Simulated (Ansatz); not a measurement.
Relaxation of a randomly generated symmetric cell of Pt (space group No. 123); 1 atom in the cell, which starts as P4/mmm (No. 123), tP1; a = b = 2.334 Å, c = 2.807 Å, α = β = γ = 90.00°. Method: PBEsol (plane waves to 420 eV, PAW, scalar-relativistic; Ansatz, a quantum-chemistry and plane-wave program). Γ-centred k-mesh 14×14×12 on the run's cell (coarser than for final values), Fermi–Dirac smearing 0.05 eV. This is the first round of the run. 

The optimiser's lines from the output (shortened; P is positive under compression):

```
relax step   1: F+E_penalty+E_count = -12382.31819724 eV  Δ(F+E_penalty+E_count) = +0.000e0 eV  max|allowed force component| = 0.000e0 eV/Å  Δτ_max = 0.0000 Å  P = +63.560 GPa  Ω = 15.293 Å³  (6 SCF iters, dr2 threshold 1.00e-7 eV, accepted)
relax step   2: F+E_penalty+E_count = -12382.98709978 eV  Δ(F+E_penalty+E_count) = -6.689e-1 eV  max|allowed force component| = 0.000e0 eV/Å  Δτ_max = 0.0000 Å  P = +19.394 GPa  Ω = 16.634 Å³  (6 SCF iters, dr2 threshold 1.00e-7 eV, accepted)
relax step   3: F+E_penalty+E_count = -12383.22510870 eV  Δ(F+E_penalty+E_count) = -2.380e-1 eV  max|allowed force component| = 0.000e0 eV/Å  Δτ_max = 0.0000 Å  P = +9.014 GPa  Ω = 16.755 Å³  (5 SCF iters, dr2 threshold 1.00e-7 eV, accepted)
relax step   4: F+E_penalty+E_count = -12383.26811342 eV  Δ(F+E_penalty+E_count) = -4.300e-2 eV  max|allowed force component| = 0.000e0 eV/Å  Δτ_max = 0.0000 Å  P = +5.757 GPa  Ω = 16.871 Å³  (5 SCF iters, dr2 threshold 1.00e-7 eV, accepted)
relax step   5: F+E_penalty+E_count = -12383.27452586 eV  Δ(F+E_penalty+E_count) = -6.412e-3 eV  max|allowed force component| = 0.000e0 eV/Å  Δτ_max = 0.0000 Å  P = -1.718 GPa  Ω = 17.418 Å³  (4 SCF iters, dr2 threshold 1.00e-7 eV, accepted)
relax step   6: F+E_penalty+E_count = -12383.27531489 eV  Δ(F+E_penalty+E_count) = -7.890e-4 eV  max|allowed force component| = 0.000e0 eV/Å  Δτ_max = 0.0000 Å  P = +0.216 GPa  Ω = 17.267 Å³  (5 SCF iters, dr2 threshold 1.00e-7 eV, accepted)
relax step   7: F+E_penalty+E_count = -12383.27531917 eV  Δ(F+E_penalty+E_count) = -4.285e-6 eV  max|allowed force component| = 0.000e0 eV/Å  Δτ_max = 0.0000 Å  P = -0.000 GPa  Ω = 17.283 Å³  (3 SCF iters, dr2 threshold 1.00e-7 eV, accepted)
relax step   8: F+E_penalty+E_count = -12383.27863608 eV  Δ(F+E_penalty+E_count) = -3.317e-3 eV  max|allowed force component| = 0.000e0 eV/Å  Δτ_max = 0.0000 Å  P = +0.439 GPa  Ω = 17.283 Å³  stress off target by 6.41e-1 GPa  SCF on the basis re-selected at this cell (its energy is not comparable with the rows above)  (6 SCF iters)
relax step   9: F+E_penalty+E_count = -12383.27870159 eV  Δ(F+E_penalty+E_count) = -6.551e-5 eV  max|allowed force component| = 0.000e0 eV/Å  Δτ_max = 0.0000 Å  P = +0.020 GPa  Ω = 17.317 Å³  (3 SCF iters, dr2 threshold 1.00e-7 eV, accepted)
relax step  10: F+E_penalty+E_count = -12383.27870118 eV  Δ(F+E_penalty+E_count) = +4.111e-7 eV  max|allowed force component| = 0.000e0 eV/Å  Δτ_max = 0.0000 Å  P = +0.000 GPa  Ω = 17.318 Å³  (4 SCF iters, dr2 threshold 2.29e-9 eV, accepted)
relax step  11: F+E_penalty+E_count = -12383.27871504 eV  Δ(F+E_penalty+E_count) = -1.387e-5 eV  max|allowed force component| = 0.000e0 eV/Å  Δτ_max = 0.0000 Å  P = -0.002 GPa  Ω = 17.318 Å³  stress off target by 2.76e-3 GPa  SCF on the basis re-selected at this cell (its energy is not comparable with the rows above)  (4 SCF iters)
```

From the first to the last row the energy changes by -0.96 eV/atom and the volume by +13.2 %. The last row is marked as not comparable with the walk above it, whose basis was carried along; it does compare with step 1, since both stand on a basis selected at the nominal cutoff for their own cell.

Later rounds, restarted from the end of this one on a renewed k-mesh, logged 8 more steps. The final structure after all rounds: Pm-3m (No. 221), cP1, simple cubic type; a = b = c = 2.5872 Å, α = β = γ = 90.00°. Between re-selections the logged energies stand on a plane-wave basis carried along with the cell. No spin polarisation in the result.

The run could not lose the symmetry of its start: the end is stationary, and may be a saddle point rather than a minimum.

The relaxed structure here is a generated cell of Pt: the first start was made by a random draw of sites in a space group, and the end was not matched to a known phase here, so it may be hypothetical. Known forms of Pt include space group No. 225.
